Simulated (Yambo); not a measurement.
G0W0@LDA for KBH4 (space group P2_1/m, No. 11, within 0.06 Å of P4_2/nmc) in Yambo. Reference settings: 2×2×2 Γ-centred k mesh, 197 bands and a 7 Ry block in the screening, 197 bands in G with the Bruneval-Gonze terminator, plasmon pole fitted at 27.2 eV. The LDA gap Γ → (-0.5, -0.5, 0) on this mesh is 5.64 eV; G0W0 gaps are taken between the same points.

The settings were changed. The gap went from 8.95 eV to 8.95 eV, and the shift of the valence edge from -1.93 eV to -1.87 eV.

Q: Which change was made?
(A) 2×2×1 mesh
(B) 70 bands in G
(C) 70 bands in G, no terminator
(D) no random integration

A: B, 70 bands in G. The others gave (gap, valence shift): no random integration: 8.87, -1.77 eV; 70 bands in G, no terminator: 8.82, -1.43 eV; 2×2×1 mesh: 8.85, -1.84 eV.

Geometry of the Materials Project entry, not relaxed at this level; primitive cell a = 4.663 Å, b = 4.678 Å, c = 6.549 Å, α = 90.00°, β = 90.07°, γ = 90.00°.

The structure is a Materials Project entry; no match was found in the copy of COD used, and its stability was not checked.

A shift is the quasiparticle energy of the state minus its LDA energy.
